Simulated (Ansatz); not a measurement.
Data:

TePb:
Space group F-43m (No. 216); a = b = c = 7.2057 Å, α = β = γ = 90.00°

```json
[
 {"atom": "Pb", "site": "4a", "symmetry": "-43m", "x": "0.0000", "y": "0.0000", "z": "0.0000"},
 {"atom": "Te", "site": "4d", "symmetry": "-43m", "x": "0.7500", "y": "0.7500", "z": "0.7500"}
]
```
(The calculation used a cell of 2 atoms; values per cell refer to that cell.)

This is the PBEsol-relaxed structure.

Question: All from PBEsol in the plane-wave PAW code Ansatz, unless another level is named. Predict the electron effective mass.

Answer: 0.34, 0.34, 2.0 mₑ (principal values).

Question: Give the HSE06 gap on the PBEsol cell.

Answer: 0.89 eV.

Question: What about the hole effective mass?

Answer: 0.42 mₑ (isotropic).

The start of the workflow was typed in or built on a structure type; neither database checked (COD, Materials Project) lists it. It is not the phase usual at ambient conditions (space group No. 225). Symmetry was held in the PBEsol relaxation. At this level the phase is mechanically unstable. Spin–orbit coupling is left out wherever it is not named.

Potentials: the earlier of the program's two PAW sets. The files were generated under PBE; for other functionals the program regenerates the frozen cores, and for LDA and PBEsol the local potential too.
